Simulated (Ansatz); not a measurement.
CdF2:
```
CdF2
1.0
    0.00000     2.69196     2.69196
    2.69196     0.00000     2.69196
    2.69196     2.69196     0.00000
Cd F
1 2
Direct
  0.00000   0.00000   0.00000
  0.25000   0.25000   0.25000
  0.75000   0.75000   0.75000
```

Cartesian axes are those of the cell as given.

Give the high-frequency dielectric tensor and the Born effective charge tensors of the independent atoms from DFPT, plane-wave PAW PBEsol (Ansatz code).


ε∞:
```
2.91  0.00  0.00
0.00  2.91  0.00
0.00  0.00  2.91
```
Z* of atom 1 (Cd), rows: field, columns: displacement, in e:
```
2.47  0.00  0.00
0.00  2.47  0.00
0.00  0.00  2.47
```
Z* of atom 2 (F), rows: field, columns: displacement, in e:
```
-1.24   0.00   0.00
 0.00  -1.24   0.00
 0.00   0.00  -1.24
```

Space group Fm-3m (fluorite). Symmetry was held in the PBEsol relaxation. Scalar-relativistic: spin–orbit coupling is off unless named, which matters more the heavier the elements.

Potentials: the later of the program's two PAW sets.
